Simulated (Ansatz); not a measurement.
## Computed properties of Nb₃Ir

Nb$_{3}$Ir:
```
CELL_PARAMETERS angstrom
      5.11301     0.00000     0.00000
      0.00000     5.11301     0.00000
      0.00000     0.00000     5.11301
ATOMIC_POSITIONS crystal
  Nb 0.50000 0.25000 0.00000
  Nb 0.50000 0.75000 0.00000
  Nb 0.25000 0.00000 0.50000
  Nb 0.75000 0.00000 0.50000
  Nb 0.00000 0.50000 0.25000
  Nb 0.00000 0.50000 0.75000
  Ir 0.50000 0.50000 0.50000
  Ir 0.00000 0.00000 0.00000
```

Space group Pm-3n (No. 223), A15 (Cr3Si type); conventional cell a = b = c = 5.113 Å, α = β = γ = 90.00°.

Method: PBEsol (plane waves, PAW; program Ansatz). The cell and atoms are relaxed at this level. Other levels are named where they apply.

Cell and energy:

```
Item                                                           Value
-----------------------------------------------------  -------------
Volume per atom                                             16.71 Å³
Density                                                  11.70 g/cm³
Formation energy from the elements (no fitted shifts)  -0.42 eV/atom
```

Electronic structure:

```
Item                                                                         Value
------------------------------------  --------------------------------------------
Electronic character                                             metallic (no gap)
Density of states at the Fermi level  0.78 states/eV per atom (mean over ±0.08 eV)
Gap with spin–orbit coupling                                       none (metallic)
```

Mechanics:

```
Quantity                                                                       Value
--------------------------------------------  --------------------------------------
Bulk modulus (Birch–Murnaghan fit)                                           238 GPa
Pressure derivative B′                                                           4.1
Elastic constants (relaxed ions, GPa)               C11 = 448, C12 = 133, C44 = 82.3
Mechanical stability                          stable (all eigenvalues of C positive)
Hill bulk and shear moduli                                           238 and 107 GPa
Young's modulus                                                              279 GPa
Poisson's ratio                                                                 0.30
Debye temperature from the elastic constants                                   394 K
```

Phonons:

```
Property                                       Result
-----------------------------  ----------------------
Highest zone-centre frequency                36.8 meV
Zone-centre stability          no imaginary mode at Γ
```

The workflow started from a Materials Project entry (that database holds measured and hypothetical structures alike); the Crystallography Open Database files this formula in space group No. 223, but the cells were not matched. Whether it is the stable phase at ambient conditions was not checked. Symmetry was held in the PBEsol relaxation. The run is not spin-polarised. As this level gives no gap, shear constants depend on the k-mesh and smearing (Fermi–Dirac, 0.1 eV here). As this level gives no gap, phonon frequencies hold no LO–TO term and depend on the k-mesh and smearing (Fermi–Dirac, 0.1 eV here). The references are the lowest solids computed at this level, not always the standard phases. Scalar-relativistic: spin–orbit coupling is off unless named, which matters more the heavier the elements.

Potentials: the later of the program's two PAW sets.
